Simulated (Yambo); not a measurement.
Yambo run on BaPdS$_{2}$ (space group Cmcm, No. 63). The wavefunctions come from this Quantum ESPRESSO step (PBEsol, PseudoDojo standard norm-conserving files, scalar-relativistic):

```
&CONTROL
  calculation = 'nscf'
  pseudo_dir = './pseudo'
  outdir = './out'
/
&SYSTEM
  ibrav = 0
  nat = 8
  ntyp = 3
  ecutwfc = 82.0
  ecutrho = 328.0
  occupations = 'fixed'
  force_symmorphic = .true.
  nbnd = 305
/
&ELECTRONS
  conv_thr = 8e-09
  diago_full_acc = .true.
  diago_thr_init = 1e-08
/
ATOMIC_SPECIES
S 32.0600 S.upf
Pd 106.4200 Pd.upf
Ba 137.3270 Ba.upf
CELL_PARAMETERS angstrom
  3.417095000000  -5.397725000000   0.000000000000
  3.417095000000   5.397725000000   0.000000000000
  0.000000000000   0.000000000000   5.659010000000
ATOMIC_POSITIONS crystal
S   0.141160000000   0.329800000000   0.750000000000
S   0.858840000000   0.670200000000   0.250000000000
S   0.329800000000   0.141160000000   0.250000000000
S   0.670200000000   0.858840000000   0.750000000000
Pd   0.000000000000   0.000000000000   0.500000000000
Pd   0.000000000000   0.000000000000   0.000000000000
Ba   0.651450000000   0.348550000000   0.750000000000
Ba   0.348550000000   0.651450000000   0.250000000000
K_POINTS automatic
2 2 2 0 0 0
```

Yambo input:

```
rim_cut
gw0
dyson
el_el_corr
HF_and_locXC
ppa
em1d
RandQpts= 1000000
RandGvec= 1 Ry
EXXRLvcs= 82 Ry
VXCRLvcs= 328 Ry
Chimod= "HARTREE"
% BndsRnXp
 9 | 304 |
%
NGsBlkXp= 7 Ry
% LongDrXp
 1.0 | 1.0 | 1.0 |
%
PPAPntXp= 27.2114 eV
% GbndRnge
 1 | 304 |
%
GTermKind= "BG"
DysSolver= "n"
ExtendOut
% QPkrange
 1 | 1 | 40 | 41 |
 2 | 2 | 40 | 41 |
 3 | 3 | 40 | 41 |
 4 | 4 | 40 | 41 |
 5 | 5 | 40 | 41 |
 6 | 6 | 40 | 41 |
%
```

k points by index: 1 = Γ, 2 = (0, 0, -0.5), 3 = (0, -0.5, 0), 4 = (0, -0.5, -0.5), 5 = (-0.5, -0.5, 0), 6 = (-0.5, -0.5, -0.5).

The o-*.qp file then holds:

```
#    K-point    Band    Eo [eV]    E [eV]    E-Eo [eV]    Vxc [eV]    Vnlxc [eV]    Sc|Eo [eV]    Sc|E [eV]    dSc/dw|Eo [eV]    Re(Z)    Im(Z)
#
    1    40    0.000000    -0.192771    -0.192771    -21.87148    -26.21269    4.089703    4.148440    -8.284741    0.766598    -0.001643
    1    41    0.246747    0.595898    0.349150    -15.93042    -13.42981    -2.054789    -2.151461    -7.532865    0.783188    -0.001490
    2    40    -0.720806    -1.347807    -0.627001    -13.58386    -16.74908    2.353246    2.538215    -8.026138    0.772225    -0.001410
    2    41    1.629675    2.130231    0.500556    -17.49857    -13.82649    -3.024457    -3.171520    -7.992993    0.772951    -0.001659
    3    40    -0.103589    -0.282065    -0.178476    -21.75546    -26.06909    4.080730    4.135162    -8.291866    0.766444    -0.001697
    3    41    0.884559    1.261552    0.376993    -16.83855    -14.13464    -2.217480    -2.326920    -7.897967    0.775044    -0.001553
    4    40    -0.666922    -1.127835    -0.460913    -16.48788    -20.09442    3.007368    3.145630    -8.158368    0.769331    -0.002764
    4    41    0.782073    1.230321    0.448248    -16.47889    -13.14010    -2.765808    -2.890535    -7.570228    0.782347    -0.001469
    5    40    -0.031739    -0.214335    -0.182595    -21.79284    -26.07412    4.043170    4.098684    -8.266180    0.766999    -0.001652
    5    41    0.918880    1.311614    0.392734    -16.61176    -13.76785    -2.337683    -2.451173    -7.861790    0.775843    -0.001623
    6    40    -0.877867    -1.293667    -0.415800    -16.59585    -20.08199    2.945109    3.070339    -8.193366    0.768578    -0.001306
    6    41    1.290281    1.751704    0.461423    -16.78547    -13.25177    -2.940965    -3.072276    -7.741970    0.778502    -0.001689
```
(The two width columns are left out.) Convergence of these settings isn't established.

Spin-orbit coupling is not included.

Geometry of the Materials Project entry, not relaxed at this level.

The structure is a Materials Project entry; no match was found in the copy of COD used, and its stability was not checked.
